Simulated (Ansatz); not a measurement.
Relaxed SrVO3 (cubic perovskite):

```
CELL_PARAMETERS angstrom
      3.85762     0.00000     0.00000
      0.00000     3.85762     0.00000
      0.00000     0.00000     3.85762
ATOMIC_POSITIONS crystal
  Sr 0.00000 0.00000 0.00000
  V  0.50000 0.50000 0.50000
  O  0.00000 0.50000 0.50000
  O  0.50000 0.50000 0.00000
  O  0.50000 0.00000 0.50000
```

In each cell atom 3 (O, nearest neighbour V at 1.929 Å; its periodic images, 3.9 Å or more away, move with it) moves by s·(0.577, 0.577, 0.577) (along Cartesian [111]), the rest being held.

Calculation: PBE (plane waves to 420 eV, PAW, scalar-relativistic; Ansatz, a first-principles code). k mesh 10×10×10 (Γ-centred), Fermi-Dirac smearing 0.05 eV. The energy includes the smearing's −TS. With partly filled bands, energies and forces of such displacements shift with the k mesh and the smearing. SrVO3 is run without spin polarisation and with no Hubbard U. SrVO3 was relaxed with its symmetry unable to fall. The zero of ΔE is the undisplaced structure. The last digit holds for this mesh only.

```json
[
 {"s (Å)": "-0.580", "ΔE (meV/cell)": "1535.8"},
 {"s (Å)": "-0.464", "ΔE (meV/cell)": "976.8"},
 {"s (Å)": "-0.348", "ΔE (meV/cell)": "547.8"},
 {"s (Å)": "-0.232", "ΔE (meV/cell)": "241.7"},
 {"s (Å)": "-0.116", "ΔE (meV/cell)": "60.1"},
 {"s (Å)": "0.000", "ΔE (meV/cell)": "0.0"},
 {"s (Å)": "0.116", "ΔE (meV/cell)": "60.1"},
 {"s (Å)": "0.232", "ΔE (meV/cell)": "241.7"},
 {"s (Å)": "0.348", "ΔE (meV/cell)": "547.8"},
 {"s (Å)": "0.464", "ΔE (meV/cell)": "976.8"},
 {"s (Å)": "0.580", "ΔE (meV/cell)": "1535.8"}
]
```

What force constant k = d²E/ds² at s = 0 does the table give?

8.9 eV/Å². It is the second difference of the nearest points, corrected with the next pair.

With k = 8.92 eV/Å² from the forces, is the well harmonic out to s = 0.580 Å?

½ks² = 1500 meV/cell against the computed 1536 meV/cell, so the well is close to harmonic there.

(For displaced atoms, the force is minus the slope of the energy, and its curvature is a force constant, which sets phonon frequencies.)
